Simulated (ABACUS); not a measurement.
Band structure of a (001) slab of Ta (cut from a parent of space group no. 229; 4 atoms in the cell).

```
Ta
1.0
    3.30986     0.00000     0.00000
    0.00000     3.30986     0.00000
    0.00000     0.00000    18.96480
Ta
4
Direct
  0.00000   0.00000   0.45637
  0.50000   0.50000   0.36911
  0.00000   0.00000   0.63089
  0.50000   0.50000   0.54363
```

All values come from this method and carry its errors: LDA (PW92), numerical atomic orbitals SZP (confined pseudo-atomic orbitals with Gaussian additions; energy shift 0.003 Ry), PseudoDojo 0.4 standard norm-conserving LDA (tails mended) pseudopotentials (ABACUS).

Settings: basis = SZP numerical atomic orbitals, energy shift 0.003 Ry; KPT = Gamma 8 8 1 0 0 0; basis_type = lcao; dft_functional = PWLDA; ecutwfc = 100 Ry; smearing_method = fd; smearing_sigma = 0.00734986 Ry; potentials = PseudoDojo 0.4 standard norm-conserving LDA (tails mended); symmetry = 1; symmetry_prec = 1e-05; ks_solver = scalapack_gvx; scf_nmax = 100; scf_thr = 1.0e-07; mixing_type = broyden.

Spin-orbit coupling is left out, which matters for bands and gaps with elements this heavy. The atom-centred basis is finite, which shifts total energies and forces against plane waves. A single-zeta basis is rough, for pressures and forces above all. No clean gap shows at this smearing width and mesh (spacing up to 0.24 Å⁻¹); the mesh is coarse for partly filled bands, so the values carry mesh errors.

Points are given in units of this cell's reciprocal vectors. Levels in eV from the Fermi level, bands 23 to 28:
```
point             23     24     25     26    27    28
-------------  -----  -----  -----  -----  ----  ----
M (0.5 0.5 0)  -1.73  -1.73  -0.55  -0.55  1.81  1.81
Γ (0 0 0)      -0.22  -0.13   0.11   0.29  0.29  0.55
X (0 0.5 0)    -1.27  -1.27  -0.08  -0.08  0.22  0.22
```

3 bands cross the Fermi level along this path, so the cell has no gap at this level.

Higher empty bands are left out: an atom-centred basis made for the valence describes them poorly.

The atomic orbitals were generated for these runs; they are not ABACUS's published sets and were checked against plane waves on a few crystals only.

“Tails mended”: in these copies of the files the far tail of each local potential was reset to the Coulomb form.
